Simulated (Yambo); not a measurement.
A G0W0@PBEsol run in Yambo for Mg3ZnO4 (space group P4/mmm, No. 123) (4×4×2 Γ-centred k mesh, bands 8 to 166 and a 8 Ry block in the screening, 166 bands in G with the Bruneval-Gonze terminator, plasmon pole fitted at 27.2 eV) gives these matrix elements, in eV, at the band edges (X → Γ):

```json
[
 {"state": "valence edge", "E0": "0.000", "<Vxc>": "-24.381", "<Σx>": "-30.068", "<Σc(E0)>": "4.415", "Z": "0.795"},
 {"state": "conduction edge", "E0": "2.436", "<Vxc>": "-14.831", "<Σx>": "-10.619", "<Σc(E0)>": "-3.169", "Z": "0.838"}
]
```

**Question.** Solve the linearised quasiparticle equation for both states, give the gap, and say how exchange and correlation each act on it.

**Answer.** E = E0 + Z(Σx + Σc − Vxc). Valence: 0.000 + 0.795 × (-30.068 + (4.415) − (-24.381)) = -1.01 eV. Conduction: 2.436 + 0.838 × (-10.619 + (-3.169) − (-14.831)) = 3.31 eV. The gap is 4.32 eV, against 2.44 eV in PBEsol. Replacing Vxc by bare exchange alone would open it by 9.90 eV; correlation takes back 7.58 eV of that, and Z scales what is left. Nearest settings tried, and what they do to the gap: 114 bands in W, 114 bands in G: +92 meV; 7 Ry block (185 vectors against 227): -23 meV; 4×4×1 mesh: -27 meV. So the settings aren't converged at that level. Oxides, nitrides and fluorides with a shallow 3d shell are known to need far more bands and larger blocks. 

Geometry of the Materials Project entry, not relaxed at this level; primitive cell a = b = 3.026 Å, c = 8.553 Å, α = β = γ = 90.00°.

The structure is a Materials Project entry; no match was found in the copy of COD used, and its stability was not checked.
